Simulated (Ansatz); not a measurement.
W:
```xyz
2
Lattice="2.7522 0.0000 0.0000 -1.3761 2.3835 0.0000 0.0000 0.0000 4.8887" Properties=species:S:1:pos:R:3 pbc="T T T"
W      0.0000     1.5890     3.6665
W      1.3761     0.7945     1.2222
```

This is the PBEsol-relaxed structure.

Question: All from the program Ansatz at the PBEsol level (PAW), unless another level is named. Predict the density of states at the Fermi level.

Answer: 1.00 states/eV per atom (mean over ±0.08 eV).

Question: Next, the gap with spin–orbit coupling?

Answer: none (metallic).

Space group P6_3/mmc (hcp (Mg type)). The start of the workflow was typed in or built on a structure type; the Crystallography Open Database copy checked does not list it. It is not the phase usual at ambient conditions (space group No. 229). The cell was relaxed with PBEsol under the symmetry of its start; of distortions, only those at the zone centre were tested. No spin polarisation was allowed. Scalar-relativistic: spin–orbit coupling is off unless named, which matters more the heavier the elements.

Potentials: the later of the program's two PAW sets.
